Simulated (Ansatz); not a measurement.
CaF$_{4}$: zone-centre modes

Computed with Ansatz 0.2.0, DFT PBE+D3(BJ), scalar-relativistic, plane waves, PAW. Cutoff 420 eV, 10×10×10 k-points (Γ-centred), Gaussian smearing of 0.20 eV. Collinear spin, site moments 0.0, 0.5, 0.5, 0.5, 0.5 μB. Phonons by linear response, acoustic sum rule imposed.

Equilibrium structure at this level:
```
Ca F
1.0
    -2.68224    2.68224    2.68224
     2.68224   -2.68224    2.68224
     2.68224    2.68224   -2.68224
Ca F
1 4
Direct
  0.00000 0.00000 0.00000
  0.50000 0.50000 0.50000
  0.50000 0.00000 0.00000
  0.00000 0.00000 0.50000
  0.00000 0.50000 0.00000
```

The cell was built by swapping an element in a database structure (itself possibly hypothetical) and relaxing; it need not be the stable form of this composition. In a metal, frequencies and elastic constants depend on the k mesh and the smearing, soft modes and shear constants most. A semilocal functional can close a gap that the real compound has.

Q: Is this structure stable against zone-centre distortions?

A: Yes, at Γ: no optical mode is imaginary. Strains and other wave vectors aren't tested by this run.

Q: List the optical modes at Γ (i marks imaginary ones).

A:
```csv
frequency (meV),degeneracy
7.2,2
13.4,3
18.3,3
35.0,1
42.6,3
```

Cost: 1 run of about 3 core-minutes, on Intel Xeon Platinum 8488C (Sapphire Rapids) (shared hosts).